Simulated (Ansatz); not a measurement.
**Two-dimensional strain map in Bi2TeSe2**

All numbers below come from Ansatz 0.2.0, DFT PBEsol, scalar-relativistic, plane waves, PAW. Settings: plane waves to 420 eV, k-mesh 12×12×12 (Γ-centred), Gaussian smearing 0.05 eV. Spin–orbit coupling is left out, which matters for the heavy elements here. No spin polarisation. Energies are free energies at this smearing, counted from the undisturbed cell; pressure is positive in compression.

Reference structure (as given, not relaxed at this level; it stands at 1.9 GPa, and it needn't be the usual structure):

```xyz
5
Lattice="2.0915 1.2075 9.7123 -2.0915 1.2075 9.7123 0.0000 -2.4151 9.7123" Properties=species:S:1:pos:R:3 pbc="T T T"
Bi    0.0000    0.0000   11.5983
Bi    0.0000    0.0000   17.5387
Te    0.0000    0.0000    0.0000
Se    0.0000    0.0000    6.1654
Se    0.0000    0.0000   22.9716
```

The cell is strained by p along both x and y and by q along z, fractional coordinates fixed. Points are written (p, q).

Energy above the undisturbed cell in meV/atom (a dash: not computed):

```
 p \ q  -0.030  -0.015  0.000  0.030
-0.030    85.4    62.5   44.5   22.2
 0.000    19.4       –    0.0   -3.7
 0.030     4.1       –    2.1   13.3
```

Pressure in GPa:

```csv
p \ q,-0.030,-0.015,0.000,0.030
-0.030,9.4,7.9,6.4,3.9
0.000,4.1,–,1.9,-0.1
0.030,0.1,–,-1.6,-3.0
```

Gap on the k-mesh in eV:

```csv
p \ q,-0.030,-0.015,0.000,0.030
-0.030,0.36,0.42,0.48,0.59
0.000,0.32,–,0.42,0.53
0.030,0.27,–,0.37,0.46
```

Cost: 10 runs of about 16 core-minutes in all, on Arm Neoverse V1 (shared hosts).